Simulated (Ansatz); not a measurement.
## SiO2: ¹⁷O NMR of the central transition

Cell: a COD entry, its atoms then relaxed with PBE in this cell.

Space group P4_2/mnm (No. 136); a = 4.1667, c = 2.6645 Å.

| site | Wyckoff | site symmetry | x | y | z |
| --- | --- | --- | --- | --- | --- |
| Si | 2a | m.mm | 0.0000 | 0.0000 | 0.0000 |
| O | 4f | m.2m | 0.3053 | 0.3053 | 0.0000 |

One atom of each set is listed.

Computed with Ansatz: DFT, PBE, plane waves and PAW, scalar-relativistic, 420 eV cutoff, Γ-centred 7×7×11 k-points, Fermi–Dirac smearing 0.02 eV.

¹⁷O has I = 5/2 and Q = -25.58 mb (Pyykkö 2018); at 16.4 T its Larmor frequency is ν₀ = 94.7 MHz. Only the quadrupole interaction is simulated: positions count from each site's isotropic chemical shift, and J coupling is left out, as are shift anisotropy and dipolar coupling, which fast spinning averages.

Simulated pattern of one O site (fast magic-angle spinning, Gaussian broadening 0.3 kHz):

```
offset (kHz)  height
      -7.850       0
      -7.656       1
      -7.462       4
      -7.269       7
      -7.075       7
      -6.881       7
      -6.687       7
      -6.494       7
      -6.300       8
      -6.106       8
      -5.913       8
      -5.719       8
      -5.525       8
      -5.331       9
      -5.138      18
      -4.944      40
      -4.750      56
      -4.557      75
      -4.363      86
      -4.169      72
      -3.976      60
      -3.782      55
      -3.588      52
      -3.394      51
      -3.201      50
      -3.007      50
      -2.813      51
      -2.620      52
      -2.426      54
      -2.232      57
      -2.038      61
      -1.845      69
      -1.651      86
      -1.457     100
      -1.264      87
      -1.070      70
      -0.876      54
      -0.682      22
      -0.489       2
      -0.295       0
```

Q: Which |C_Q| and η does the pattern imply?

A: The pattern spans 6.76 kHz before broadening and its centre of gravity is at -3.01 kHz, which fixes P_Q; the places of the horns and steps fix η. That gives P_Q = 6.90 MHz, |C_Q| = 6.86 MHz and η = 0.17. The sign of C_Q can't be read from the pattern.

At O V_zz stands upright on the plane through its three neighbours (within 1°).

At this cell the PBE pressure is 13 GPa, so with PBE the cell would grow if it were relaxed. The entry's cell may itself be off.

The relaxation (4 steps) took 7.3 s of wall time (7.2 s of CPU time) and 0.42 GiB at its peak, on 1 thread of Intel Xeon 6975P-C (Granite Rapids) (x86_64; 16 cores open to the job, memory cap 3.0 GiB, no GPU), a shared host with a load of 0.4 a core.
